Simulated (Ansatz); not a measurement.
LaZrNO2:
```
CELL_PARAMETERS angstrom
     -2.94130     2.94573     4.08926
      2.94130    -2.94573     4.08926
      2.94130     2.94573    -4.08926
ATOMIC_POSITIONS crystal
  La 0.75000 0.97842 0.22842
  La 0.25000 0.52158 0.27158
  Zr 0.01564 0.75000 0.76564
  Zr 0.48436 0.25000 0.73436
  N  0.31389 0.56389 0.75000
  N  0.18611 0.93611 0.25000
  O  0.75000 0.39118 0.64118
  O  0.25000 0.10882 0.85882
  O  0.80933 0.55933 0.25000
  O  0.69067 0.94067 0.75000
```

Relaxed with r²SCAN.

Task: Give the Bader charges and basin volumes of the independent atoms, r²SCAN in the plane-wave PAW code Ansatz.

Result: 

```csv
atom,Bader charge (e),Bader volume (Å³)
La1,+2.04,18.9
Zr3,+2.51,10.2
N5,-1.75,14.6
O7,-1.40,13.6
O9,-1.41,13.6
```

Space group I2_12_12_1. The start of the workflow was typed in or built on a structure type; neither database checked (COD, Materials Project) lists it. Its standing as an ambient phase is unchecked. The r²SCAN relaxation kept the symmetry of its start; whether a distortion lowers the energy is not shown. The run is not spin-polarised. Spin–orbit coupling is left out wherever it is not named.

Potentials: the earlier of the program's two PAW sets.
